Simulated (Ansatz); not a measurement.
Data:

GaSb:
```
GaSb
1.0
    3.94695     0.00000     0.00000
   -1.97347     3.41816     0.00000
    0.00000     0.00000     7.25614
Ga Sb
2 2
Direct
  0.00000   0.00000   0.00000
  0.00000   0.00000   0.50000
  0.33333   0.66667   0.25000
  0.66667   0.33333   0.75000
```

This is the PBE-relaxed structure.

All from PBE in the plane-wave PAW code Ansatz, unless another level is named. Predict the electronic character.

metallic (no gap).

Next, the density of states at the Fermi level?

0.59 states/eV per atom (mean over ±0.08 eV).

What about the formation energy from the elements (no fitted shifts)?

0.058 eV/atom.

Give the gap with spin–orbit coupling.

none (metallic).

Space group P6_3/mmc (NiAs type). The start of the workflow was typed in or built on a structure type; neither database checked (COD, Materials Project) lists it. It is not the phase usual at ambient conditions (space group No. 216). The cell was relaxed with PBE under the symmetry of its start; its stability against distortions is not shown here. The references are the lowest solids computed at this level, not always the standard phases. Spin–orbit coupling is left out wherever it is not named.

Potentials: the later of the program's two PAW sets.
